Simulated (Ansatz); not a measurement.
AlRu2C:
```
AlRu2C
1.0
    2.87843     0.00000     0.00000
   -1.43921     2.49279     0.00000
    0.00000     0.00000    13.35352
Al Ru C
2 4 2
Direct
  0.66667   0.33333   0.25000
  0.33333   0.66667   0.75000
  0.33333   0.66667   0.40410
  0.66667   0.33333   0.59590
  0.66667   0.33333   0.90410
  0.33333   0.66667   0.09590
  0.00000   0.00000   0.50000
  0.00000   0.00000   0.00000
```

Relaxed with r²SCAN.

Map the valence electron density (e/Å³), cut off at 2 on the plane through (0.667, 0.333, 0.250) spanned by u = [0, 0, 1] and v = [1, -1, 0] in lattice vectors, from the program Ansatz at the r²SCAN level (PAW).

x is the fraction of u, y of v (the angle between them is 90°; rows are the nearest grid lines); atoms in the plane: Al at (0.00, 0.00), Al at (0.50, 0.67), Ru at (0.15, 0.67), Ru at (0.35, 0.00), Ru at (0.65, 0.00), Ru at (0.85, 0.67), C at (0.25, 0.33), C at (0.75, 0.33).
```
|0001110000049999921001299999400000111000|
|0001110000139999921001299999310000111000|
|0001111100129999821001289999210011111000|
|0011112210127999411001149997210122111100|
|0011236521113795211001125973111256321100|
|0011399951111232111001112321111599931100|
|0012999993100011110000111100013999992100|
|0012999993000001110000111000003999992100|
|0012999993000001110000111000003999992100|
|0012999993100011110000111100013999992100|
|0011599992110111110000111110112999951100|
|0001389942211111100000011111122499831000|
|0001134333332111000000001112333334311000|
|0000011235653110000000000113565321100000|
|0000001247774110000000000114777421000000|
|0000001148784110000000000114878411000000|
|0000001248784210000000000124878421000000|
|0000001147874110000000000114787411000000|
|0000011123443332100000012333443211100000|
|0000011112234795210000125974322111100000|
|0001111111127999411001149997211111111000|
|0001111000139999821001289999310001111000|
|0001110000139999921001299999310000111000|
|0001110000049999921001299999400000111000|
```
Scale: ten equal steps from 0.057 (start of '0') to 2.00 (end of '9'), in the order '0123456789'; x runs from 0.000 to 1.00, y from 0.000 (bottom) to 1.00 (top).

The density is the valence pseudo-density with augmentation charge, so density and ELF within about 1 Å of a nucleus are not all-electron values.

Space group P6_3/mmc. The start of the workflow was typed in or built on a structure type; neither database checked (COD, Materials Project) lists it. Whether it is the stable phase at ambient conditions was not checked. The r²SCAN relaxation kept the symmetry of its start; its stability against distortions is not shown here. The run is not spin-polarised.

Potentials: the later of the program's two PAW sets.
